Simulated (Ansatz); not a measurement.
# Ir (diamond type) under strong compression

```xyz
2
Lattice="0.0000 2.7532 2.7532 2.7532 0.0000 2.7532 2.7532 2.7532 0.0000" Properties=species:S:1:pos:R:3 pbc="T T T"
Ir   -0.6883   -0.6883   -0.6883
Ir    0.6883    0.6883    0.6883
```

The cell comes from a relaxation on PAW files under the same functional, begun from a prototype that needn't be the stable phase.

Its volume is scaled at fixed shape and fractional positions.

Computed with Ansatz 0.2.0; functional PBEsol, scalar-relativistic. Settings: a Γ-centred 13×13×13 k mesh, Fermi–Dirac smearing of 0.05 eV, no spin polarisation. Methods: LAPW: all electrons, basis error target 1 meV/atom; PAW: frozen-core files, cutoff 420 eV; crystal datasets: all electrons, by PAW datasets that the program makes for each cell; norm-conserving: pseudopotentials, cutoff 925 eV; PAW (cutoff 1000 eV): frozen-core files, cutoff 1000 eV.

Energies are extrapolated to zero smearing and count from the unscaled cell; pressure is positive in compression; gaps take the mesh and a band path. No temperature or zero-point motion is included.

Spin–orbit coupling is left out, which matters for the heavy atoms. The PAW files were made under PBE. The structure type is held throughout; the real material can change phase at far lower pressure.

| V/V0 | V (Å³/atom) | P LAPW (GPa) | ΔE LAPW (eV/atom) | P PAW − LAPW (GPa) | ΔE PAW − LAPW (meV/atom) |
| --- | --- | --- | --- | --- | --- |
| 1.00 | 20.87 | 0.03 | 0.000 | -0.03 | 0.0 |
| 0.95 | 19.83 | 12.03 | 0.037 | -0.02 | -0.2 |
| 0.85 | 17.74 | 49.6 | 0.414 | 0.01 | -0.2 |
| 0.75 | 15.65 | 117.9 | 1.460 | 0.13 | 0.6 |
| 0.65 | 13.57 | ? | ? | ? | ? |
| 0.55 | 11.48 | 492.4 | 8.352 | 2.25 | 20.6 |
| 0.45 | 9.39 | 1013 | 17.716 | 8.59 | 82.7 |
| 0.40 | 8.35 | 1494 | 25.760 | 16.69 | 162.1 |

**Question.** Fit the Vinet equation to the LAPW pressures shown (residuals weighted by 1/(|P| + 0.03·Pmax)), and predict the pressure of the withheld row.

**Answer.** The fit gives V0 = 20.89 Å³/atom, B0 = 201 GPa and B0′ = 5.11. At 13.57 Å³/atom, x = (V/V0)^(1/3) = 0.8660, and P = 3·B0·(1 − x)/x²·exp[1.5·(B0′ − 1)·(1 − x)] = 245.9 GPa. The run itself gave 245.0 GPa (+0.4 % off) and ΔE = 3.736 eV/atom.

**Question.** At the smallest volume, how far do crystal datasets and norm-conserving and PAW (cutoff 1000 eV) lie from LAPW in pressure?

**Answer.** crystal datasets: 0.00 GPa; norm-conserving: -4.06 GPa; PAW (cutoff 1000 eV): +16.25 GPa, on a LAPW pressure of 1494 GPa.

**Question.** How do the Löwdin populations by LAPW change from the unscaled cell to the last row?

**Answer.** Ir 5s 1.98 → 1.91, Ir 6s 1.12 → 1.05, Ir 5p 5.99 → 5.95, Ir 5d 7.74 → 7.91 electrons an atom. These are projections on the shells that the free atoms fill; 0.34 e a cell lies outside them at the start and 0.41 e at the end.
